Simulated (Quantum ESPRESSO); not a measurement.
Kohn-Sham bands of Li₂ZrTeO₆ (R3)

```xyz
10
Lattice="-2.6229 4.5430 0.0000 -5.2458 0.0000 0.0000 -2.6229 1.5143 4.6849" Properties=species:S:1:pos:R:3 pbc="T T T"
Li     2.6229    -1.5143    -0.7991
Li    -2.6229     1.5143     1.6970
Zr     0.0000     0.0000     0.0121
Te     2.6229    -1.5143     2.2898
O      1.6601     0.1942    -1.3593
O     -0.6618    -1.5348    -1.3593
O     -0.9983     1.3406    -1.3593
O      0.6875     1.6413     1.0826
O      1.0777    -1.4161     1.0826
O     -1.7652    -0.2252     1.0826
```

Cell from Materials Project (mp-6782), symmetrised, no further relaxation. COD (Crystallography Open Database) has an entry of this formula and space group (matched by these alone). Level: PBEsol, no spin polarisation, no spin-orbit coupling; pw.x of Quantum ESPRESSO at 68 Ry with PseudoDojo potentials, 4×4×4 k-points, Wannier90. Density: 8×8×8 mesh, cold smearing 0.01 Ry. Spin-orbit coupling is left out although heavy elements are present.

Question: List the Kohn-Sham levels between −8 and 5.8 eV relative to the valence-band maximum at the high-symmetry points, as a band run of pw.x on that density gives them (levels within 2 meV counted together).

Answer: 
```
point  k (reciprocal lattice)                                                                                                                                    levels (eV)
-----  ----------------------  ---------------------------------------------------------------------------------------------------------------------------------------------
Γ           0.000 0.000 0.000               -4.80 (×2), -4.59, -3.48 (×2), -3.44, -2.82 (×2), -1.35, -0.85, -0.73 (×2), -0.34, -0.32 (×2), -0.08 (×2), 3.46, 5.19 (×2), 5.23
T          0.000 0.000 -0.500               -5.51 (×2), -4.93, -2.57 (×2), -2.54, -2.32, -2.24 (×2), -1.44 (×2), -1.41, -0.57 (×2), -0.47, -0.09 (×2), 4.06, 5.11 (×2), 5.47
H_2        0.527 0.264 -0.236  -5.32, -4.57, -4.48, -3.20, -3.00, -2.82, -2.26, -1.80, -1.70, -1.48, -1.30, -1.17, -0.93, -0.73, -0.64, -0.30, -0.19, 3.07, 4.97, 5.18, 5.64
H_0         0.736 0.473 0.236  -5.32, -4.57, -4.48, -3.20, -3.00, -2.82, -2.26, -1.80, -1.70, -1.48, -1.30, -1.17, -0.93, -0.73, -0.64, -0.30, -0.19, 3.07, 4.97, 5.18, 5.64
L           0.500 0.000 0.000   -5.59, -5.29, -5.10, -2.86, -2.65, -2.48, -2.37, -2.16, -1.81, -1.52, -1.41, -1.04, -0.61, -0.59, -0.21, -0.17, 0.00, 4.11, 4.63, 4.89, 5.24
S_0         0.736 0.368 0.368  -5.09, -4.93, -4.49, -3.24, -2.96, -2.47, -2.34, -2.10, -1.72, -1.42, -1.31, -1.10, -0.92, -0.69, -0.53, -0.30, -0.16, 3.06, 4.95, 5.15, 5.58
S_2         0.632 0.368 0.000  -5.09, -4.93, -4.49, -3.24, -2.96, -2.47, -2.34, -2.10, -1.72, -1.42, -1.31, -1.10, -0.92, -0.69, -0.53, -0.30, -0.16, 3.06, 4.95, 5.15, 5.58
F           0.500 0.500 0.000  -4.64, -4.56, -4.36, -3.54, -3.15, -3.02, -1.94, -1.91, -1.67, -1.49, -1.36, -1.15, -0.96, -0.65, -0.62, -0.48, -0.33, 2.76, 5.23, 5.24, 5.67
```
